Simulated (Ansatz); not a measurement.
Level of theory: DFT PBE, scalar-relativistic, plane waves, PAW (Ansatz 0.2.0). Settings: cutoff 420 eV, Γ-centred meshes spaced at most about 0.3 Å⁻¹, and about 0.25 Å⁻¹ or finer for metals (2π included), Gaussian smearing. No spin polarisation in the final relaxations.

All energies are static (0 K, no zero-point motion). All come from trial cells, and lower structures may exist.

Problem. Which of these relaxed structures of Ba4YW is the lowest in energy?
A.

```
Ba Y W
1.0
     6.83713    0.00000    0.00000
    -3.41857    5.92113    0.00000
     0.00000    0.00000    5.81459
Ba Y W
4 1 1
Direct
  0.66667 0.33333 0.00000
  0.49170 0.98340 0.50000
  0.01660 0.50830 0.50000
  0.49170 0.50830 0.50000
  0.00000 0.00000 0.00000
  0.33333 0.66667 0.00000
```

B.

```
Ba Y W
1.0
     5.47311    0.00000    0.00000
     0.00000    5.47311    0.00000
     0.00000    0.00000    9.53914
Ba Y W
4 1 1
Direct
  0.50000 0.00000 0.80555
  0.00000 0.50000 0.19445
  0.50000 0.00000 0.19445
  0.00000 0.50000 0.80555
  0.50000 0.50000 0.50000
  0.00000 0.00000 0.00000
```

Solution. B. It has space group P4/mmm (No. 123); the next, A, with space group P-6m2 (No. 187), lies 61 meV/atom higher. Counting all near atoms (those within 1.25 times the shortest distance at each site; a plus sign parts nearer from farther groups; a slash parts the counts of unlike sites), the lowest has Ba 2+7, Y 8, W 8 and the next has Ba 8/6+6, Y 6+12, W 6+6. Even the lowest lies +1.08 eV/atom against the elements.

Spin–orbit coupling, which can matter for W, is left out. A magnetic state wasn't ruled out in cells without spin, among them P4/mmm, P-6m2. Cells relaxed within their symmetry can be saddle points. Some types were kept out of the candidates beforehand, so the set may lack a known form.
